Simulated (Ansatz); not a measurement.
Cs:
```
CELL_PARAMETERS angstrom
      5.57185     0.00000     0.00000
     -2.78592     4.82536     0.00000
      0.00000     0.00000    18.47322
ATOMIC_POSITIONS crystal
  Cs 0.00000 0.00000 0.00000
  Cs 0.00000 0.00000 0.50000
  Cs 0.33333 0.66667 0.25000
  Cs 0.66667 0.33333 0.75000
```

Relaxed with r²SCAN. Special points in fractions of this cell's reciprocal vectors: Γ (0.000, 0.000, 0.000); M (0.500, 0.000, 0.000); K (0.333, 0.333, 0.000); A (0.000, 0.000, 0.500); L (0.500, 0.000, 0.500); H (0.333, 0.333, 0.500).

**Question.** List the band energies nearest the Fermi level at these points for r²SCAN (plane waves, PAW; program Ansatz).

**Answer.** In eV from the Fermi level; about four levels below and three above (degenerate sets whole), none deeper than 8.9 eV; points with the same levels are listed once.

```
k                    below                above
-  -----------------------  -------------------
Γ        -1.73 -1.13 -1.13       0.04 0.54 1.69
M                        –       0.05 0.19 0.23
K                        –       0.58 0.58 0.62
A  -1.57 -1.57 -0.49 -0.49  1.05 1.05 2.30 2.30
L                        –  0.11 0.11 0.27 0.27
H                        –  0.63 0.63 0.68 0.68
```

Space group P6_3/mmc (dhcp (α-La type)). The workflow started from a Materials Project entry (that database holds measured and hypothetical structures alike); the Crystallography Open Database copy checked does not list it. It is not the phase usual at ambient conditions (space group No. 229). The cell was relaxed with r²SCAN under the symmetry of its start; its stability against distortions is not shown here. Scalar-relativistic: spin–orbit coupling is off unless named, which matters more the heavier the elements.

Potentials: the later of the program's two PAW sets.
